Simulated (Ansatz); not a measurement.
One crystal and one scan (frozen-phonon scan) at two levels, PBE (plane waves to 420 eV, PAW, scalar-relativistic; Ansatz, a program for electronic structure) and r2SCAN (plane waves to 500 eV, PAW, scalar-relativistic; Ansatz), each from its own relaxed cell and on its own mesh. The cell shown is that of PBE.

Starting cell, Pd (fcc, Cu type):

```xyz
2
Lattice="0.0000 3.9428 3.9428 1.9714 0.0000 1.9714 1.9714 1.9714 0.0000" Properties=species:S:1:pos:R:3 pbc="T T T"
Pd     0.0000     0.0000     0.0000
Pd     0.0000     1.9714     1.9714
```

A phonon eigenvector at L = (0.5, 0.0, 0.0) is frozen into this cell: atom i moves by Q times the vector below, so Q is the largest atomic displacement, in Å. The cell is held. It is one choice among 2 degenerate patterns. (q is in reciprocal vectors of the primitive cell; the cell shown is doubled to hold the pattern.)

| atom | x | y | z |
|---|---|---|---|
| Pd1 | -0.285 | 0.520 | -0.805 |
| Pd2 | 0.285 | -0.520 | 0.805 |

Pd is run without spin polarisation. Pd was relaxed with its symmetry unable to fall. With partly filled bands, energies and forces of such displacements shift with the k mesh and the smearing. Both scans cover Q from -0.280 to 0.280 Å.

ΔE (meV/cell), each from the undisplaced structure of its own level:

| Q (Å) | PBE | r2SCAN |
|---|---|---|
| -0.280 | 230 | 235 |
| -0.233 | 173 | 179 |
| -0.187 | 121 | withheld |
| -0.140 | 74 | 77 |
| -0.093 | 36 | 37 |
| -0.047 | 9 | 10 |
| 0.000 | 0 | 0 |
| 0.047 | 9 | 10 |
| 0.093 | 36 | 37 |
| 0.140 | 74 | 77 |
| 0.187 | 121 | withheld |
| 0.233 | 173 | 179 |
| 0.280 | 230 | 235 |

Estimate the r2SCAN value at 0.187 from the PBE value there and the ratio of the two levels in the two nearest given rows on that side of the minimum.

At 0.233 and 0.140 the ratio r2SCAN/PBE averages 1.038, which gives 1.038 × 121 = 126 meV/cell. The calculation gives 125 meV/cell, +3.3 % against PBE.

(For displaced atoms, the force is minus the slope of the energy, and its curvature is a force constant, which sets phonon frequencies.)
